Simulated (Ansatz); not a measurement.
The start is a relaxed NiGe cell, doubled along one cell vector, shaken by Gaussian noise of σ = 0.08 Å a coordinate. The cell and all atomic positions are relaxed at zero pressure with r2SCAN (plane waves to 500 eV, PAW, scalar-relativistic; Ansatz, a quantum-chemistry and plane-wave program). The first steps use a coarse 4×8×3 k-mesh.

The start:
```
NiGe
1.0
    5.43962     0.00000     0.00000
    0.00000     2.71981     0.00000
    0.00000     0.00000     7.74088
Ni Ge
4 4
Cartesian
  0.08178   1.30073   0.17480
  2.54808   1.39442   0.00215
  1.35615  -0.03637   3.71722
  4.05518  -0.02046   3.88356
  0.26512   0.07689   2.09719
  2.88542  -0.07122   1.92358
  0.01037  -0.12961   5.74870
  2.76909  -0.02088   5.92336
```
Spin-polarised start, with parallel moments on Ni.

Problem. What pressure does the first self-consistent step give?

Solution. +5 GPa (positive: the cell is compressed).

Problem. What is the largest force in the starting geometry, and on which atom (counted from 1)?

Solution. About 5.9 eV/Å, on Ni3 (atoms numbered as listed).

Problem. Is the parent structure recovered?

Solution. The parent structure is recovered, P4₂/mmc (No. 131).

Problem. How do the shortest distances between atoms change?

Solution. The closest pairs of elements (up to four, under 3.6 Å), start → end: Ge–Ni 1.96 → 2.37 Å; Ni–Ni 2.47 → 2.72 Å; Ge–Ge 2.63 → 2.72 Å.

Problem. What band gap does the relaxed structure have at this level?

Solution. No gap (metallic).

The end point of the relaxation:

```cif
data_Ge2Ni2
_chemical_formula_sum 'Ni2 Ge2'
_space_group_name_H-M_alt 'P42/mmc'
_space_group_IT_number 131
_space_group_name_Hall '-P 4c 2'
_cell_length_a 2.71982
_cell_length_b 2.71982
_cell_length_c 7.74090
_cell_angle_alpha 90.000
_cell_angle_beta 90.000
_cell_angle_gamma 90.000
loop_
_atom_site_label
_atom_site_type_symbol
_atom_site_symmetry_multiplicity
_atom_site_Wyckoff_symbol
_atom_site_fract_x
_atom_site_fract_y
_atom_site_fract_z
_atom_site_occupancy
Ni1 Ni 2 c 0.00000 0.50000 0.00000 1
Ge1 Ge 2 f 0.50000 0.50000 0.25000 1
```

Final values are on a 17×17×6 k-mesh of the relaxed cell. Spin state reached: ferromagnetic (net 0.20 μB/atom), from parallel starting moments; other spin orders were not run from this start. r2SCAN tends to overstate moments in metals.

The relaxed structure here is a generated cell of NiGe: the first start was made by placing the elements on the sites of a structure type, and the end was not matched to a known phase here, so it may be hypothetical.
